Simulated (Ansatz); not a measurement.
# Ca in InSe

Method: DFT PBE+D3(BJ), scalar-relativistic, plane waves, PAW in Ansatz 0.2.0.

Settings: cutoff 420 eV, Γ-centred mesh 12×12×2 on the computed 8-atom cell, Gaussian smearing of 0.02 eV; no spin polarisation for the host; each changed cell takes a mesh and smearing chosen by its own gap and starts from the host's moments or customary ones, or runs without spin. Cells and atoms are relaxed to the nearest stationary point that keeps the symmetry of their start (forces under 0.02 to 0.04 eV/Å, stress under 0.1 to 0.2 GPa); energies are at zero smearing, without zero-point or thermal terms.

Relaxed host (gap on the mesh 0.36 eV):

```xyz
8
Lattice="4.0330 0.0000 0.0000 -2.0165 3.4927 0.0000 0.0000 0.0000 16.7620" Properties=species:S:1:pos:R:3 pbc="T T T"
In    0.0000    2.3285    2.7939
In    2.0165    1.1642   11.1749
In    0.0000    2.3285    5.5871
In    2.0165    1.1642   13.9681
Se    0.0000    2.3285    9.8902
Se    2.0165    1.1642    1.5092
Se    0.0000    2.3285   15.2528
Se    2.0165    1.1642    6.8718
```

Cases: (1) 2 Ca in a 1×1×1 repeat of the cell, at (0.000 0.000 0.000), (0.000 0.000 0.500) in fractions of that repeat, 2.77 Å from the nearest atom of the relaxed host.

Problem. Give the energy per Ca taken from Ca metal (negative: uptake is favourable), the mean voltage, the swelling and the final surroundings.

Solution.
```json
{"case": "1", "formula": "CaIn2Se2", "energy per Ca (eV)": "-2.60", "mean voltage (V)": "1.30", "ΔV (%)": "+35.1", "principal strains (%)": "+31.2 +1.5 +1.5", "nearest host atoms of the first Ca": "6 (Se) from 2.93 Å", "gap (eV)": "0.87"}
```

Each ion keeps what symmetry its start has, so a lower place off a symmetric site can be missed, above all for H.

Voltages count 2 electrons per Ca and hold for the ions inside the host, not for its break-up into other phases.

Relaxed structure of case 1:

```
In Se Ca
1.0
     4.09242    0.00000    0.00000
    -2.04621    3.54414    0.00000
     0.00000    0.00000   21.99684
In Se Ca
4 4 2
Direct
  0.33333 0.66667 0.15301
  0.66667 0.33333 0.65301
  0.33333 0.66667 0.33148
  0.66667 0.33333 0.83148
  0.33333 0.66667 0.57092
  0.66667 0.33333 0.07092
  0.33333 0.66667 0.91357
  0.66667 0.33333 0.41357
  0.00000 0.00000 0.99224
  0.00000 0.00000 0.49224
```

An atom lies near a switch of its D3 coefficient C6 between reference coordination numbers, so the dispersion energy changes steeply there and can make or shift the minimum. In CaIn2Se2 a bond of the host changes by more than 0.6 Å or the volume by a third: the framework has rearranged or swollen or shrunk strongly, and the figure may no longer describe a topotactic step.

Cost: 2 runs of about 2.9 core-minutes in all, on Arm Neoverse V1 (shared hosts).